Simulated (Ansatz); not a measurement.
LiCl:
Space group Fm-3m (No. 225); a = 5.1503 Å, b = 5.1503 Å, c = 5.1503 Å, α = 90.00°, β = 90.00°, γ = 90.00°

| atom | site | symmetry | x | y | z |
|---|---|---|---|---|---|
| Li | 4a | m-3m | 0.0000 | 0.0000 | 0.0000 |
| Cl | 4b | m-3m | 0.5000 | 0.5000 | 0.5000 |
(The calculation used a cell of 2 atoms; values per cell refer to that cell.)

Relaxed with PBE.

Tabulate the valence density and the electron localisation function along the shortest Li–Cl contact (2.58 Å), PBE in the plane-wave PAW code Ansatz.



| distance from Li (Å) | density (e/Å³) | ELF |
|---|---|---|
| 0.26 | 5.55 | 1.00 |
| 0.39 | 2.69 | 0.97 |
| 0.52 | 0.87 | 0.57 |
| 0.64 | 0.19 | 0.07 |
| 0.77 | 0.08 | 0.01 |
| 0.90 | 0.08 | 0.03 |
| 1.03 | 0.10 | 0.18 |
| 1.16 | 0.14 | 0.52 |
| 1.29 | 0.21 | 0.73 |
| 1.42 | 0.33 | 0.81 |
| 1.55 | 0.51 | 0.85 |
| 1.67 | 0.79 | 0.87 |
| 1.80 | 1.19 | 0.88 |
| 1.93 | 1.62 | 0.86 |
| 2.06 | 1.81 | 0.80 |
| 2.19 | 1.51 | 0.67 |
| 2.32 | 0.80 | 0.46 |

The density is the valence pseudo-density with augmentation charge, so density and ELF within about 1 Å of a nucleus are not all-electron values.

Symmetry was held in the PBE relaxation; phonons on a q-mesh show no instability.

Potentials: the later of the program's two PAW sets.
